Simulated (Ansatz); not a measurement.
LiGeN:
Space group P6₃mc (No. 186); a = b = 2.951 Å, c = 9.175 Å, α = β = 90.00°, γ = 120.00°

```csv
atom,site,symmetry,x,y,z
Li,2b,3m.,0.3333,0.6667,0.2426
Ge,2a,3m.,0.0000,0.0000,0.4977
N,2b,3m.,0.6667,0.3333,0.1042
```

Relaxed with LDA.

Problem. Give the optical modes at the zone centre with their infrared and Raman activity from DFPT, plane-wave PAW LDA (Ansatz code).

Solution. Transverse frequencies, without the LO–TO term; a row sums one degenerate level.

```tsv
ω (cm⁻¹)	degeneracy	IR ((D/Å)²/amu)	Raman (Å⁴/amu)	activity	symmetry
48	2	0.00	0.78	Raman	E2
125	1	0.00	0	silent	B1
215	2	0.00	81	Raman	E2
221	2	8.30	6.2	IR+Raman	E1
382	1	26.18	3.2	IR+Raman	A1
462	2	86.55	1.3	IR+Raman	E1
464	2	0.00	85	Raman	E2
480	1	0.00	0	silent	B1
592	1	6.93	1600	IR+Raman	A1
650	1	0.00	0	silent	B1
```

Problem. How high does the top mode go among those that the LO–TO term moves?

Solution. 610 cm⁻¹ for q along x, 610 cm⁻¹ for q along y, 649 cm⁻¹ for q along z.

Space group P6_3mc. The first step of the workflow began from a Materials Project structure, measured or hypothetical; the Crystallography Open Database copy checked does not list it. Whether it is the stable phase at ambient conditions was not checked. The LDA relaxation kept the symmetry of its start; its stability against distortions is not shown here.

Potentials: the later of the program's two PAW sets.
